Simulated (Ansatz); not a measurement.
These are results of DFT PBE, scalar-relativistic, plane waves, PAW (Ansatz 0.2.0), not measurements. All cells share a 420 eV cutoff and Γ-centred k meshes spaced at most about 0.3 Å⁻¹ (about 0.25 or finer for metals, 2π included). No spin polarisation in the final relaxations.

These are static total energies at zero pressure.

Compare these two cells of La3AsPt2, each relaxed at this level.

A.

```
La As Pt
1.0
     5.11377    0.00000    0.00000
    -2.55689    4.42866    0.00000
     0.00000    0.00000    6.35518
La As Pt
3 1 2
Direct
  0.66667 0.33333 0.50000
  0.00000 0.00000 0.00000
  0.00000 0.00000 0.50000
  0.66667 0.33333 0.00000
  0.33333 0.66667 0.27618
  0.33333 0.66667 0.72382
```

B.

```
La As Pt
1.0
     7.55034    0.00000    0.00000
    -3.77517    6.53878    0.00000
     0.00000    0.00000    3.92023
La As Pt
3 1 2
Direct
  0.50000 0.00000 0.50000
  0.50000 0.50000 0.50000
  0.00000 0.50000 0.50000
  0.00000 0.00000 0.00000
  0.33333 0.66667 0.00000
  0.66667 0.33333 0.00000
```

Question: Which is lower in energy, and by how much?

Answer: B is lower, by 95 meV/atom. A has space group P-6m2 (No. 187), 24.0 Å³/atom and no gap on its mesh; B has space group P6/mmm (No. 191), 32.3 Å³/atom and no gap. The shortest distance is 2.84 Å (Pt–Pt) in A and 2.93 Å (La–Pt) in B. The lower one is the more open, so pressure narrows the difference. In A, La on its first site is surrounded by 3 La at 2.95 Å, 2 As at 3.18 Å, 6 Pt at 3.28 Å and 6 La at 4.34 Å; As has 3 La at 2.95 Å, 2 La at 3.18 Å and 6 Pt at 3.43 Å; Pt has 1 Pt at 2.84 Å, 9 La at 3.28–3.43 Å, 3 As at 3.43 Å and 1 Pt at 3.51 Å; 2 more sites not described. In B, La is surrounded by 4 Pt at 2.93 Å, 6 La at 3.78–3.92 Å and 4 As at 4.25 Å; As is surrounded by 2 As at 3.92 Å, 12 La at 4.25 Å and 6 Pt at 4.36 Å; Pt has 6 La at 2.93 Å, 2 Pt at 3.92 Å, 3 As at 4.36 Å and 3 Pt at 4.36 Å. Both come from invented guesses. A third cell relaxed alike, in I4/mmm, lies 137 meV/atom below the lower of the two.

Spin–orbit coupling, which can matter for Pt, is left out. Cells relaxed within their symmetry can be saddle points.
